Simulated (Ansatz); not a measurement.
Ansatz input file:

```yaml
crystal:
  lattice:
    - [3.6962848798, 0.0, 0.0]
    - [-1.8481424399, 3.2010766055, 0.0]
    - [0.0, 0.0, 6.3828329701]
  atoms:
    - { symbol: Ti, position: [0.0, 0.0, 0.0] }
    - { symbol: Te, position: [0.6666666667, 0.3333333333, 0.2711838248] }
    - { symbol: Te, position: [0.3333333333, 0.6666666667, 0.7288161752] }
basis:
  ecutwfc: 420
kpoints:
  mp_grid: { grid: [15, 15, 8] }
hamiltonian:
  xc: pbesol
scf:
  occupations: { method: gaussian, width: 0.1 }
output:
  forces: true
  stress: true
  eigenvalues: true
relax:
  adjacent_minimum: "off"
  f_tol: 0.005
  max_steps: 50
  cell: { stress_tol: 0.05 }
```

Launched with
```bash
ansatz run input.yaml --threads 1 --pin off --max-ram 2560MiB --backend cpu --events-out ev --progress --plain --runs-dir out
```

These are results of DFT PBEsol, scalar-relativistic, plane waves, PAW (Ansatz), not measurements.

Abridged output:

```
Pseudopotentials: kind: paw
Pseudopotential: Ti, paw, valence charge 12, recommended cutoff 420 eV (normal)
Pseudopotential: Te, paw, valence charge 16, recommended cutoff 420 eV (normal)
Functional definition: PBEsol
Crystal: 3 atoms, lattice volume = 75.522 Å³
Basis set: ecut = 420 eV, 1485 PW (Γ), exchange–correlation on 50×50×90 points (8 copies of the dense FFT grid, shifted against one another)
Bands: 27, of which v1, the nominal top of the filled ones, is band 22 counted from 1 (21 counted from 0)
Symmetry: 12 space group operations
Space group: P-3m1 (ITA 164), of the structure as read, at distance tolerance 4.2e-5 Å
k-points: 192 of 1800
Initial density: superposition of atomic densities (neutral atoms: chi_scale 0, normalization atom), corrected by the library's trained network
Initial wavefunctions: pseudopotential atomic-orbital guess
Functional: x = pbesol(κ = 0.804, μ = 0.12345679), c = pbesol(β = 0.046)
SCF iter   1: F=—  HF=-16279.088413 eV  |F-HF|=—  |Δ(HF+E_count)|=         —  Δρ=6.89e-3  dr2=5.69e-2  ethr=1.77e-3  ⟨swp⟩=5.5  Hψ=22595  notcnv=0
SCF iter   2: F=—  HF=-16279.082065 eV  |F-HF|=—  |Δ(HF+E_count)|=   6.35e-3  Δρ=3.55e-3  dr2=1.61e-2  ethr=1.29e-4  ⟨swp⟩=2.0  Hψ=7461  notcnv=0  defer=92
SCF iter   3: F=—  HF=-16279.080254 eV  |F-HF|=—  |Δ(HF+E_count)|=   1.81e-3  Δρ=4.09e-4  dr2=1.84e-4  ethr=3.66e-5  ⟨swp⟩=2.1  Hψ=5819  notcnv=0  defer=92
SCF iter   4: F=—  HF=-16279.080237 eV  |F-HF|=—  |Δ(HF+E_count)|=   1.68e-5  Δρ=1.69e-4  dr2=3.05e-5  ethr=4.19e-7  ⟨swp⟩=2.0  Hψ=9080  notcnv=0  defer=92
SCF iter   5: F=—  HF=-16279.080222 eV  |F-HF|=—  |Δ(HF+E_count)|=   1.49e-5  Δρ=7.61e-5  dr2=6.75e-6  ethr=6.94e-8  ⟨swp⟩=2.1  Hψ=6581  notcnv=0  defer=92
SCF iter   6: F=—  HF=-16279.080223 eV  |F-HF|=—  |Δ(HF+E_count)|=   3.72e-7  Δρ=1.28e-5  dr2=2.54e-7  ethr=1.53e-8  ⟨swp⟩=2.1  Hψ=7097  notcnv=0  defer=92
SCF iter   7: F=-16279.080223 eV  HF=-16279.080223 eV  |F-HF|=1.25e-8  |Δ(HF+E_count)|=   6.05e-8  Δρ=4.38e-6  dr2=3.82e-8  ethr=2.27e-10  ⟨swp⟩=7.5  Hψ=20355  notcnv=0
SCF 1 converged in 7 iterations: F = -16279.080223 eV  dr2 = 3.82e-8
relax step   1: F+E_penalty+E_count = -16279.08022262 eV  Δ(F+E_penalty+E_count) = +0.000e0 eV  max|allowed force component| = 1.295e-1 eV/Å  Δτ_max = 0.0000 Å  P = -0.166 GPa  Ω = 75.522 Å³  (7 SCF iters, dr2 threshold 1.00e-7 eV, accepted)
Crystal: 3 atoms, lattice volume = 78.023 Å³
Basis set: ecut = 420 eV, 1569 PW (Γ), exchange–correlation on 50×50×90 points (8 copies of the dense FFT grid, shifted against one another)
Initial density: handed on by an earlier stage of this run
Initial wavefunctions: those handed on with the density
SCF iter   1: F=—  HF=-16279.073735 eV  |F-HF|=—  |Δ(HF+E_count)|=         —  Δρ=5.31e-3  dr2=6.49e-2  ethr=1.45e-4  ⟨swp⟩=1.0  Hψ=26408  notcnv=0
SCF iter   2: F=—  HF=-16279.080845 eV  |F-HF|=—  |Δ(HF+E_count)|=   7.11e-3  Δρ=6.23e-3  dr2=1.13e-1  ethr=1.45e-4  ⟨swp⟩=2.3  Hψ=10297  notcnv=0
SCF iter   3: F=—  HF=-16279.064660 eV  |F-HF|=—  |Δ(HF+E_count)|=   1.62e-2  Δρ=1.18e-3  dr2=3.25e-3  ethr=1.45e-4  ⟨swp⟩=2.0  Hψ=7219  notcnv=0
SCF iter   4: F=—  HF=-16279.064236 eV  |F-HF|=—  |Δ(HF+E_count)|=   4.25e-4  Δρ=7.63e-5  dr2=3.60e-6  ethr=7.38e-6  ⟨swp⟩=2.0  Hψ=6337  notcnv=0
SCF iter   5: F=—  HF=-16279.064232 eV  |F-HF|=—  |Δ(HF+E_count)|=   3.46e-6  Δρ=2.70e-5  dr2=7.88e-7  ethr=6.82e-10  ⟨swp⟩=8.8  Hψ=26339  notcnv=0
SCF iter   6: F=-16279.064232 eV  HF=-16279.064232 eV  |F-HF|=6.15e-8  |Δ(HF+E_count)|=   8.78e-8  Δρ=9.85e-6  dr2=7.97e-8  ethr=6.82e-10  ⟨swp⟩=5.9  Hψ=20536  notcnv=0
SCF 2 converged in 6 iterations: F = -16279.064232 eV  dr2 = 7.97e-8
relax step   2: F+E_penalty+E_count = -16279.06423200 eV  Δ(F+E_penalty+E_count) = +1.599e-2 eV  max|allowed force component| = 3.657e-1 eV/Å  Δτ_max = 0.0837 Å  P = +0.617 GPa  Ω = 78.023 Å³  energy of the carried Pulay correction = -4.066e-4 eV  (6 SCF iters, dr2 threshold 3.00e-7 eV, rejected (line search))
Crystal: 3 atoms, lattice volume = 76.312 Å³
SCF iter   1: F=—  HF=-16279.087242 eV  |F-HF|=—  |Δ(HF+E_count)|=         —  Δρ=3.76e-3  dr2=3.17e-2  ethr=7.20e-5  ⟨swp⟩=1.0  Hψ=28334  notcnv=0
SCF iter   2: F=—  HF=-16279.084285 eV  |F-HF|=—  |Δ(HF+E_count)|=   2.96e-3  Δρ=2.02e-3  dr2=1.12e-2  ethr=7.20e-5  ⟨swp⟩=1.0  Hψ=5184  notcnv=0
SCF iter   3: F=—  HF=-16279.082834 eV  |F-HF|=—  |Δ(HF+E_count)|=   1.45e-3  Δρ=3.32e-4  dr2=4.02e-4  ethr=2.55e-5  ⟨swp⟩=2.0  Hψ=5848  notcnv=0
SCF iter   4: F=—  HF=-16279.082796 eV  |F-HF|=—  |Δ(HF+E_count)|=   3.73e-5  Δρ=1.76e-4  dr2=5.07e-5  ethr=9.14e-7  ⟨swp⟩=2.0  Hψ=6326  notcnv=0
SCF iter   5: F=—  HF=-16279.082771 eV  |F-HF|=—  |Δ(HF+E_count)|=   2.58e-5  Δρ=4.25e-5  dr2=4.24e-6  ethr=1.15e-7  ⟨swp⟩=2.0  Hψ=6518  notcnv=0
SCF iter   6: F=—  HF=-16279.082772 eV  |F-HF|=—  |Δ(HF+E_count)|=   1.07e-6  Δρ=1.31e-5  dr2=2.01e-7  ethr=9.63e-9  ⟨swp⟩=2.4  Hψ=7566  notcnv=0
SCF iter   7: F=—  HF=-16279.082772 eV  |F-HF|=—  |Δ(HF+E_count)|=   2.36e-8  Δρ=5.28e-6  dr2=3.40e-8  ethr=4.57e-10  ⟨swp⟩=3.0  Hψ=9670  notcnv=0
SCF iter   8: F=—  HF=-16279.082772 eV  |F-HF|=—  |Δ(HF+E_count)|=   6.18e-9  Δρ=1.58e-6  dr2=2.70e-9  ethr=7.73e-11  ⟨swp⟩=2.9  Hψ=9517  notcnv=0
SCF iter   9: F=—  HF=-16279.082772 eV  |F-HF|=—  |Δ(HF+E_count)|=  2.95e-10  Δρ=5.36e-7  dr2=2.78e-10  ethr=6.13e-12  ⟨swp⟩=2.0  Hψ=9194  notcnv=0
SCF iter  10: F=-16279.082772 eV  HF=-16279.082772 eV  |F-HF|=1.64e-11  |Δ(HF+E_count)|=  3.64e-12  Δρ=1.28e-7  dr2=2.66e-11  ethr=1.00e-12  ⟨swp⟩=6.9  Hψ=22835  notcnv=0
SCF 3 converged in 10 iterations: F = -16279.082772 eV  dr2 = 2.66e-11
relax step   3: F+E_penalty+E_count = -16279.08277179 eV  Δ(F+E_penalty+E_count) = -2.549e-3 eV  max|allowed force component| = 9.897e-3 eV/Å  Δτ_max = 0.0255 Å  P = -0.031 GPa  Ω = 76.312 Å³  energy of the carried Pulay correction = -1.299e-4 eV  (10 SCF iters, accepted)
Crystal: 3 atoms, lattice volume = 76.255 Å³
SCF iter   1: F=—  HF=-16279.082871 eV  |F-HF|=—  |Δ(HF+E_count)|=         —  Δρ=1.71e-4  dr2=7.34e-5  ethr=1.67e-7  ⟨swp⟩=2.0  Hψ=24667  notcnv=0
SCF iter   2: F=—  HF=-16279.082852 eV  |F-HF|=—  |Δ(HF+E_count)|=   1.90e-5  Δρ=9.72e-5  dr2=2.70e-5  ethr=1.67e-7  ⟨swp⟩=1.0  Hψ=5184  notcnv=0
SCF iter   3: F=—  HF=-16279.082849 eV  |F-HF|=—  |Δ(HF+E_count)|=   3.32e-6  Δρ=1.12e-5  dr2=5.64e-7  ethr=6.14e-8  ⟨swp⟩=1.2  Hψ=5237  notcnv=0
SCF iter   4: F=—  HF=-16279.082846 eV  |F-HF|=—  |Δ(HF+E_count)|=   3.31e-6  Δρ=6.74e-6  dr2=8.11e-8  ethr=1.28e-9  ⟨swp⟩=2.0  Hψ=6271  notcnv=0
SCF iter   5: F=-16279.082846 eV  HF=-16279.082846 eV  |F-HF|=3.86e-9  |Δ(HF+E_count)|=   1.16e-8  Δρ=1.90e-6  dr2=8.31e-9  ethr=1.84e-10  ⟨swp⟩=2.0  Hψ=6437  notcnv=0
SCF iter   6: F=-16279.082846 eV  HF=-16279.082846 eV  |F-HF|=1.46e-10  |Δ(HF+E_count)|=  8.40e-10  Δρ=7.58e-7  dr2=5.44e-10  ethr=1.89e-11  ⟨swp⟩=3.3  Hψ=19290  notcnv=0
SCF 4 converged in 6 iterations: F = -16279.082846 eV  dr2 = 5.44e-10
relax step   4: F+E_penalty+E_count = -16279.08284578 eV  Δ(F+E_penalty+E_count) = -7.399e-5 eV  max|allowed force component| = 1.704e-3 eV/Å  Δτ_max = 0.0011 Å  P = -0.022 GPa  Ω = 76.255 Å³  energy of the carried Pulay correction = -1.205e-4 eV  (6 SCF iters, dr2 threshold 1.92e-8 eV, accepted)
Crystal: 3 atoms, lattice volume = 76.224 Å³
SCF iter   1: F=—  HF=-16279.082904 eV  |F-HF|=—  |Δ(HF+E_count)|=         —  Δρ=1.59e-4  dr2=4.95e-5  ethr=1.17e-7  ⟨swp⟩=2.0  Hψ=24682  notcnv=0
SCF iter   2: F=—  HF=-16279.082887 eV  |F-HF|=—  |Δ(HF+E_count)|=   1.73e-5  Δρ=9.20e-5  dr2=1.89e-5  ethr=1.13e-7  ⟨swp⟩=1.0  Hψ=5184  notcnv=0
SCF iter   3: F=—  HF=-16279.082880 eV  |F-HF|=—  |Δ(HF+E_count)|=   6.47e-6  Δρ=8.09e-6  dr2=2.29e-7  ethr=4.31e-8  ⟨swp⟩=1.2  Hψ=5227  notcnv=0
SCF iter   4: F=—  HF=-16279.082878 eV  |F-HF|=—  |Δ(HF+E_count)|=   1.88e-6  Δρ=4.17e-6  dr2=3.19e-8  ethr=5.21e-10  ⟨swp⟩=2.2  Hψ=6424  notcnv=0
SCF iter   5: F=-16279.082878 eV  HF=-16279.082878 eV  |F-HF|=2.45e-9  |Δ(HF+E_count)|=   4.63e-9  Δρ=1.31e-6  dr2=4.49e-9  ethr=7.26e-11  ⟨swp⟩=2.0  Hψ=6710  notcnv=0
SCF iter   6: F=-16279.082878 eV  HF=-16279.082878 eV  |F-HF|=1.53e-10  |Δ(HF+E_count)|=  4.35e-10  Δρ=5.85e-7  dr2=3.46e-10  ethr=1.02e-11  ⟨swp⟩=3.6  Hψ=21505  notcnv=0
SCF 5 converged in 6 iterations: F = -16279.082878 eV  dr2 = 3.46e-10
relax step   5: F+E_penalty+E_count = -16279.08287823 eV  Δ(F+E_penalty+E_count) = -3.245e-5 eV  max|allowed force component| = 1.019e-3 eV/Å  Δτ_max = 0.0001 Å  P = -0.001 GPa  Ω = 76.224 Å³  energy of the carried Pulay correction = -1.154e-4 eV  (6 SCF iters, dr2 threshold 7.01e-9 eV, accepted)
Initial wavefunctions: pseudopotential atomic-orbital guess (no wavefunctions were taken with the density)
SCF iter   1: F=—  HF=-16279.082998 eV  |F-HF|=—  |Δ(HF+E_count)|=         —  Δρ=9.58e-5  dr2=1.56e-7  ethr=1.82e-7  ⟨swp⟩=3.0  Hψ=34661  notcnv=0
SCF iter   2: F=—  HF=-16279.082991 eV  |F-HF|=—  |Δ(HF+E_count)|=   7.27e-6  Δρ=4.85e-5  dr2=4.00e-8  ethr=3.54e-10  ⟨swp⟩=2.5  Hψ=9334  notcnv=0
SCF iter   3: F=—  HF=-16279.082995 eV  |F-HF|=—  |Δ(HF+E_count)|=   4.61e-6  Δρ=2.66e-6  dr2=2.93e-10  ethr=9.09e-11  ⟨swp⟩=1.7  Hψ=5355  notcnv=0
SCF iter   4: F=—  HF=-16279.082995 eV  |F-HF|=—  |Δ(HF+E_count)|=   1.31e-8  Δρ=2.63e-7  dr2=6.50e-11  ethr=1.00e-12  ⟨swp⟩=2.0  Hψ=6167  notcnv=0
SCF iter   5: F=-16279.082995 eV  HF=-16279.082995 eV  |F-HF|=7.28e-12  |Δ(HF+E_count)|=  7.28e-12  Δρ=5.33e-8  dr2=8.57e-12  ethr=1.00e-12  ⟨swp⟩=1.0  Hψ=5184  notcnv=0
SCF iter   6: F=-16279.082995 eV  HF=-16279.082995 eV  |F-HF|=0.00e0  |Δ(HF+E_count)|=  3.64e-12  Δρ=2.37e-8  dr2=1.52e-12  ethr=1.00e-12  ⟨swp⟩=1.0  Hψ=5184  notcnv=0
SCF iter   7: F=-16279.082995 eV  HF=-16279.082995 eV  |F-HF|=1.82e-12  |Δ(HF+E_count)|=    0.00e0  Δρ=7.75e-9  dr2=6.09e-14  ethr=1.00e-12  ⟨swp⟩=1.0  Hψ=5184  notcnv=0
SCF iter   8: F=-16279.082995 eV  HF=-16279.082995 eV  |F-HF|=7.28e-12  |Δ(HF+E_count)|=  7.28e-12  Δρ=2.19e-9  dr2=4.13e-15  ethr=1.00e-12  ⟨swp⟩=1.0  Hψ=5184  notcnv=0
SCF iter   9: F=-16279.082995 eV  HF=-16279.082995 eV  |F-HF|=0.00e0  |Δ(HF+E_count)|=  5.46e-12  Δρ=7.51e-10  dr2=1.11e-15  ethr=1.00e-12  ⟨swp⟩=3.2  Hψ=14814  notcnv=0
SCF 6 converged in 9 iterations: F = -16279.082995 eV  dr2 = 1.11e-15
SCF converged after 9 iterations
Free energy (F): -16279.082995 eV
Harris-Foulkes:  -16279.082995 eV  (|F-HF|=0.00e0)
Internal energy: -16279.075594 eV  (E = F + TS)
E sigma→0 (E₀):  -16279.079295 eV
Entropy (-TS):   -0.007401 eV (-2.467 meV/atom)
Fermi energy:    10.972012 eV
--- Per-component energies (eV) ---
  E_band       = -638.138432
  E_kinetic    = 635.529026
  E_local      = -3276.495875  (includes V_loc(G=0)·N_el)
  E_nonlocal   = -605.735196
  E_hartree    = 1936.012035
  E_xc         = -344.880153
  E_vxc        = -331.787298  (∫ρ·V_xc dr)
  E_paw        = -10192.427190  (= ΣΔE_a)
  E_vpaw       = -931.672905  (= ΣTr[D̂ρ^β])
  E_aug_tail   = -0.000254  (compensation charges beyond the density's cutoff)
  E_ewald      = -4431.967002
  E_core_change = 0.889015  (= ΣΔE_core)
  E_smearing   = -0.007401  (= −TS)
--- Forces (eV/Å), atoms counted from 1 ---
  atom   1  Ti     0.00000000     0.00000000     0.00000000
  atom   2  Te     0.00000000     0.00000000    -0.00103350
  atom   3  Te     0.00000000     0.00000000     0.00103350
--- Stress (GPa, compression-positive) ---
       -0.002849       0.000000       0.000000
        0.000000      -0.002849       0.000000
        0.000000       0.000000       0.002237
  P = ⅓ Tr σ = -0.0012 GPa (-0.012 kbar)
--- Band table (eV; the first three rows and the last of 192) ---
  k-point 0: bands = ["-46.1448", "-25.5670", "-25.5670", "-25.5635", "-25.5635", "-25.5418", "-25.5418", "-25.5398", "-25.5398", "-25.5328", "-25.5303", "-22.5036", "-22.5036", "-22.4865", "-1.7741", "-0.1506", "5.3910", "9.3618", "9.3618", "11.1965", "11.4052", "11.4052", "11.5629", "12.2504", "12.2504", "14.1625", "14.1625"]
  k-point 1: bands = ["-46.1448", "-25.5676", "-25.5676", "-25.5630", "-25.5630", "-25.5417", "-25.5417", "-25.5398", "-25.5398", "-25.5327", "-25.5304", "-22.5036", "-22.5036", "-22.4865", "-1.7296", "-0.2427", "5.5738", "9.3731", "9.3731", "10.6817", "11.4032", "11.4032", "11.7837", "12.1882", "12.1882", "14.2420", "14.2420"]
  k-point 2: bands = ["-46.1448", "-25.5687", "-25.5687", "-25.5621", "-25.5621", "-25.5414", "-25.5414", "-25.5398", "-25.5398", "-25.5324", "-25.5306", "-22.5036", "-22.5036", "-22.4865", "-1.5986", "-0.4818", "6.0814", "9.4012", "9.4012", "9.7915", "11.3986", "11.3986", "11.9385", "12.0507", "12.0507", "14.4239", "14.4239"]
  k-point 191: bands = ["-46.1405", "-25.5692", "-25.5603", "-25.5603", "-25.5555", "-25.5437", "-25.5437", "-25.5426", "-25.5390", "-25.5240", "-25.5240", "-22.5446", "-22.5446", "-22.4593", "0.5232", "0.5232", "6.6646", "6.6646", "7.1321", "7.4631", "9.1852", "9.1852", "11.9647", "11.9647", "12.0751", "14.1453", "14.1453"]
--- Relaxed structure (5 steps of the walk, 4 accepted, 1 SCFs on fresh bases) ---
  F+E_penalty+E_count = -16279.08299533 eV   max|allowed force component| = 1.033e-3 eV/Å   (the final SCF, on the basis selected at the relaxed cell)
  cell:  # Å, volume = 76.2238 Å³
    - [3.69618002, 0.0, 0.0]
    - [-1.84809001, 3.20098580, 0.0]
    - [0.0, 0.0, 6.44248580]
  atoms:
    - { symbol: Ti, position: [0.0, 0.0, 0.0] }
    - { symbol: Te, position: [0.66666666, 0.33333333, 0.26735145] }
    - { symbol: Te, position: [0.33333333, 0.66666666, 0.73264854] }
```

The relaxation met its thresholds.

It took 2.3 min on 1 thread of Arm Neoverse V2, with other jobs on the host, peak memory 0.58 GiB.